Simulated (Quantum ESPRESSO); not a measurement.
## One change at a time to HfNb2RuSn4

Calculated results; nothing here was measured. They come from Quantum ESPRESSO 7.5, a public plane-wave density functional program. Each row is one single-point run on a made-up periodic cell of eight metal atoms, with elements, volume, strain and displacements drawn at random and not relaxed, so a cell may be unstable or far from any real phase. There is no spin polarisation or spin-orbit coupling.

Settings: PBE unless stated; PseudoDojo standard norm-conserving files; Fermi-Dirac width 0.25 eV, which means electrons at about 2900 K; cutoff 1143 eV; 5 x 5 x 4 k mesh shifted half a step off Gamma. E is the free energy of the whole cell (internal energy minus TS), so a -TS column is already part of it. Stress is positive in tension, and the pressure P is minus a third of its trace.

Checks: one run of this series was repeated at a higher cutoff and on a denser mesh, which moved values by no more than 0.002 eV, 0.03 GPa and 0.007 eV/Å, and a second program with other atomic files agreed on it to 2 % rms in force and 0.5 GPa in pressure. Known limits: the tin pseudopotential is less sure than most, with forces differing by about three percent from a second method on plain tin; heavy elements are run without spin-orbit coupling, which real alloys of them have; a spin test at this wide smearing found no moment, but such smearing suppresses magnetism that the real alloy may have.

The lattice is hexagonal close-packed, and the cell vectors in Å are (4.639, -2.707, -0.030); (-3.038, 0.037, -5.074); (2.997, 5.247, -0.014), a volume of 165.29 Å³ in run 1. The elements on sites 1 to 8 are Nb Ru Nb Sn Sn Sn Sn Hf. Each later run makes one change to run 1 and keeps the rest. E is counted from run 1, and is n/a where other atomic files have another zero of energy.

| run | change | V (Å³) | P (GPa) | -TS (eV) | rms force (eV/Å) | largest change of a force component (eV/Å) | E (eV) |
|---|---|---|---|---|---|---|---|
| 1 | none | 165.29 | 0.54 | -1.538 | 0.982 | 0.000 | 0.000 |
| 2 | sites 4 and 8 exchanged | 165.29 | 0.98 | -1.575 | 0.826 | 0.776 | 0.026 |
| 3 | all lengths scaled by -1.13 % | 159.75 | 4.77 | -1.478 | 1.081 | 0.272 | 0.090 |
| 4 | PBEsol in place of PBE | 165.29 | -4.16 | -1.541 | 0.948 | 0.115 | n/a |
| 5 | Al on site 3 | 165.29 | 1.27 | -1.368 | 0.906 | 0.352 | n/a |
| 6 | site 4 moved by +0.17 Å along y | 165.29 | 1.31 | -1.549 | 1.076 | 0.962 | ? |

## Worked estimate

Along the move dE = -F dx. The force on site 4 along y is -1.173 eV/Å in run 1 and -2.135 eV/Å in run 6, and the move is +0.17 Å, so the mean force times the move gives an estimate.

## Withheld value

Question: what E should run 6 give?

The estimate is 0.281 eV. The calculation gave 0.279 eV.
